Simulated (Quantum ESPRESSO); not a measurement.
## Kohn-Sham bands of LiNbO₂ (P6₃/mmc)

```
LiNbO2
1.0
    2.92178     0.00000     0.00000
   -1.46089     2.53034     0.00000
    0.00000     0.00000    10.45103
Li Nb O
2 2 4
Direct
  0.00000   0.00000   0.00000
  0.00000   0.00000   0.50000
  0.33333   0.66667   0.75000
  0.66667   0.33333   0.25000
  0.33333   0.66667   0.12183
  0.66667   0.33333   0.87817
  0.66667   0.33333   0.62183
  0.33333   0.66667   0.37817
```

Cell from Materials Project (mp-3924), symmetrised, no further relaxation. COD (Crystallography Open Database) has an entry of this formula and space group (matched by these alone). Computed values, not measurements, from LDA: Quantum ESPRESSO (norm-conserving PseudoDojo potentials, cutoff 68 Ry, no spin polarisation, no spin-orbit coupling) on a Γ-centred 6×6×4 mesh, then Wannier90. Density: 12×12×4 mesh, cold smearing 0.01 Ry.

### Question
List the Kohn-Sham levels between −8 and 4.6 eV relative to the valence-band maximum at the high-symmetry points, as a band run of pw.x on that density gives them (levels within 2 meV counted together).

### Answer
| point | k (reciprocal lattice) | levels (eV) |
|---|---|---|
| Γ | 0.000 0.000 0.000 | -7.88, -6.89, -5.17, -4.98 (×2), -4.93 (×2), -4.30 (×2), -4.21 (×2), -3.53, -0.43, 0.00, 1.58 (×2), 1.67 (×2), 2.86 (×2), 2.95, 2.96 (×3) |
| M | 0.500 0.000 0.000 | -7.56, -7.28, -7.05, -6.73, -6.42, -5.67, -5.60, -5.43, -4.47 (×2), -4.31, -3.98, -1.25, -0.95, 2.54, 3.35, 3.45, 3.48, 4.12, 4.17, 4.28, 4.51 |
| K | 0.333 0.333 0.000 | -7.47, -7.45, -6.59 (×2), -5.68, -5.64, -5.59 (×2), -5.46 (×2), -4.35 (×2), -0.56, -0.52, 2.14 (×2), 3.87 (×2), 3.92, 4.03 (×2), 4.15 |
| A | 0.000 0.000 0.500 | -7.49 (×2), -4.96 (×4), -4.29 (×2), -4.25 (×4), -0.17 (×2), 1.62 (×4), 2.90 (×4), 2.95 (×2) |
| L | 0.500 0.000 0.500 | -7.43 (×2), -6.95 (×2), -5.97 (×2), -5.56 (×2), -4.43 (×2), -4.13 (×2), -1.11 (×2), 2.87 (×2), 3.49 (×2), 4.13 (×2), 4.41 (×2) |
| H | 0.333 0.333 0.500 | -7.46 (×2), -6.43 (×2), -6.12 (×2), -5.66 (×2), -4.72 (×2), -4.71 (×2), -0.54 (×2), 2.14 (×2), 3.86 (×2), 4.04 (×4) |
